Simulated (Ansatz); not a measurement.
## NaBPt₃, first-principles data

NaBPt3:
```xyz
10
Lattice="5.5314 0.0000 0.0000 -2.7657 4.7904 0.0000 0.0000 0.0000 5.5041" Properties=species:S:1:pos:R:3 pbc="T T T"
B      0.0000     3.1936     2.7521
B      2.7657     1.5968     2.7521
Pt     2.7657     0.0000     1.3289
Pt     1.3829     2.3952     1.3289
Pt    -1.3829     2.3952     1.3289
Pt    -1.3829     2.3952     4.1752
Pt     1.3829     2.3952     4.1752
Pt     2.7657     0.0000     4.1752
Na     0.0000     0.0000     0.0000
Na     0.0000     0.0000     2.7521
```

Space group P6/mmm (No. 191); conventional cell a = b = 5.5314 Å, c = 5.5041 Å, α = β = 90.00°, γ = 120.00°.

Method: DFT-PBEsol in the program Ansatz with PAW potentials. The cell and atoms are relaxed at this level. Other levels are named where they apply.

Cell and energy:

```yaml
volume_per_atom: 14.58 Å³
density: 14.10 g/cm³
Formation energy from the elements (no fitted shifts): -0.42 eV/atom
```

Electronic structure:

```yaml
electronic_character: metallic (no gap)
Density of states at the Fermi level: 0.30 states/eV per atom (mean over ±0.08 eV)
Gap with spin–orbit coupling: none (metallic)
```

Mechanics:

```yaml
Bulk modulus (Birch–Murnaghan fit): 1740 kbar
Pressure derivative B′: 5.3
Elastic constants (relaxed ions, GPa): C11 = 278, C12 = 129, C13 = 95.0, C33 = 416, C44 = 8.9
mechanical_stability: stable (all eigenvalues of C positive)
```

Charges:

```yaml
bader_charges: B +0.49, Pt -0.43, Na +0.80 to +0.81 e
```

The workflow started from an entry of the Crystallography Open Database (COD). Its standing as an ambient phase is unchecked. The PBEsol relaxation kept the symmetry of its start; whether a distortion lowers the energy is not shown. The run is not spin-polarised. As this level gives no gap, shear constants depend on the k-mesh and smearing (Fermi–Dirac, 0.1 eV here). The references are the lowest solids computed at this level, not always the standard phases. Scalar-relativistic: spin–orbit coupling is off unless named, which matters more the heavier the elements.

Potentials: the later of the program's two PAW sets.
